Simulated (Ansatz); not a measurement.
CsPbCl3:
Space group Pm-3m (No. 221); a = b = c = 5.6714 Å, α = β = γ = 90.00°

```
atom  site  symmetry       x       y       z
----  ----  --------  ------  ------  ------
Cs      1a      m-3m  0.0000  0.0000  0.0000
Pb      1b      m-3m  0.5000  0.5000  0.5000
Cl      3c    4/mm.m  0.0000  0.5000  0.5000
```

Relaxed with r²SCAN.

Q: Which orbitals make up the states near the band edges in plane-wave PAW r²SCAN (Ansatz code)?

A: Top 1 eV of the valence band: Cl 3p 64 %, Pb 6s 28 %, Pb 6p 6 %. Bottom 1 eV of the conduction band: Pb 6p 80 %, Cl 3s 7 %, Cl 3p 7 %, outside the projected shells 5 %. Projections are on Löwdin-orthogonalised atomic valence shells; empty p or d shells of many metals are not among them.

Q: Tabulate the density of states.

A: States/eV per cell of 5 atoms, in 0.25 eV bins, energy from the valence-band maximum.

```csv
E (eV),total,Cl 3p,Pb 6p,Cs 6s
-7.85,1.60,0.38,0.02,0.00
-7.60,1.34,0.29,0.02,0.00
-7.35,0.65,0.12,0.01,0.00
-7.10,0.32,0.05,0.01,0.00
-6.85,0.14,0.01,0.00,0.00
-6.60,0.01,0.00,0.00,0.00
-6.35,0.00,0.00,0.00,0.00
-6.10,0.00,0.00,0.00,0.00
-5.85,0.00,0.00,0.00,0.00
-5.60,0.00,0.00,0.00,0.00
-5.35,0.00,0.00,0.00,0.00
-5.10,0.00,0.00,0.00,0.00
-4.85,0.00,0.00,0.00,0.00
-4.60,0.28,0.21,0.07,0.00
-4.35,4.68,3.54,1.08,0.00
-4.10,3.21,2.46,0.66,0.00
-3.85,2.29,1.80,0.40,0.00
-3.60,2.59,2.09,0.36,0.02
-3.35,4.54,3.86,0.30,0.20
-3.10,7.65,6.99,0.26,0.21
-2.85,10.43,10.14,0.10,0.00
-2.60,16.67,16.40,0.06,0.01
-2.35,11.32,11.10,0.06,0.01
-2.10,2.33,2.14,0.04,0.01
-1.85,1.19,0.89,0.06,0.00
-1.60,1.53,1.10,0.07,0.00
-1.35,1.21,0.82,0.07,0.00
-1.10,1.04,0.69,0.06,0.00
-0.85,0.65,0.42,0.04,0.00
-0.60,0.27,0.17,0.02,0.00
-0.35,0.11,0.07,0.01,0.00
-0.10,0.01,0.01,0.00,0.00
0.15,0.00,0.00,0.00,0.00
0.40,0.00,0.00,0.00,0.00
0.65,0.00,0.00,0.00,0.00
0.90,0.00,0.00,0.00,0.00
1.15,0.00,0.00,0.00,0.00
1.40,0.00,0.00,0.00,0.00
1.65,0.00,0.00,0.00,0.00
1.90,0.00,0.00,0.00,0.00
2.15,0.00,0.00,0.00,0.00
2.40,0.02,0.00,0.02,0.00
2.65,0.42,0.01,0.35,0.00
2.90,1.10,0.05,0.89,0.00
3.15,2.08,0.15,1.65,0.00
3.40,2.41,0.22,1.87,0.00
3.65,1.90,0.21,1.43,0.01
3.90,1.52,0.20,1.09,0.04
4.15,1.78,0.24,1.09,0.23
4.40,2.42,0.32,1.22,0.55
4.65,1.76,0.27,1.05,0.20
4.90,1.86,0.24,0.93,0.25
5.15,3.88,0.40,1.44,0.70
5.40,3.63,0.42,1.35,0.53
5.65,6.03,0.54,1.52,1.25
5.90,7.50,0.36,0.87,1.29
6.15,6.48,0.13,0.23,0.49
6.40,6.13,0.06,0.09,0.12
6.65,5.81,0.15,0.37,0.20
6.90,8.17,0.14,0.29,0.29
7.15,5.67,0.07,0.10,0.22
```

This is a known high-temperature phase of the composition, computed here at zero pressure and temperature. Symmetry was held in the r²SCAN relaxation; whether a distortion lowers the energy is not shown. Scalar-relativistic: spin–orbit coupling is off unless named, which matters more the heavier the elements.

Potentials: the later of the program's two PAW sets.
